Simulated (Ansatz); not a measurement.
Relax this structure to zero stress and force, keeping its symmetry:

```cif
data_structure
_symmetry_space_group_name_H-M 'F-43m'
_symmetry_Int_Tables_number 216
_cell_length_a 3.6247
_cell_length_b 3.6247
_cell_length_c 3.6247
_cell_angle_alpha 90.000
_cell_angle_beta 90.000
_cell_angle_gamma 90.000
_cell_volume 47.62
loop_
_atom_site_label
_atom_site_type_symbol
_atom_site_symmetry_multiplicity
_atom_site_Wyckoff_symbol
_atom_site_fract_x
_atom_site_fract_y
_atom_site_fract_z
_atom_site_occupancy
B1 B 4 a 0.00000 0.00000 0.00000 1
N1 N 4 c 0.25000 0.25000 0.25000 1
```

These are results of Ansatz 0.2.0, DFT PBE+D3(BJ), scalar-relativistic, plane waves, PAW, not measurements.

Plane waves to 420 eV, a k mesh through Γ of 12×12×12 on the computed 2-atom cell and Gaussian smearing (0.02 eV); no spin polarisation.

**Question.** What does it relax to?

**Answer.** The volume decreases by 0.09 Å³/atom to 5.86 Å³/atom, and the energy falls by 1.7 meV/atom. Final structure:
```yaml
crystal:
  lattice:
    - [0.00000, 1.80325, 1.80325]
    - [1.80325, 0.00000, 1.80325]
    - [1.80325, 1.80325, 0.00000]
  atoms:
    - { symbol: B, position: [0.00000, 0.00000, 0.00000] }
    - { symbol: N, position: [0.75000, 0.75000, 0.75000] }
```

Course of the relaxation (steps run on the plane waves of an earlier cell, and the basis is chosen afresh near the end, so energy and pressure can step there; trial steps that raised the energy were taken back; energies are free energies):

```csv
step,E − E_final (meV/atom),P (GPa),V (Å³/atom)
1,1.7,-5.60,5.95
2,0.1,-2.36,5.90
3,-0.4,0.04,5.87
4,0.0,-0.12,5.87
5,0.0,0.00,5.86
6,0.0,0.00,5.86
```

Cost: 1 run of about 0.13 core-minutes, on Arm Neoverse V1 (shared hosts).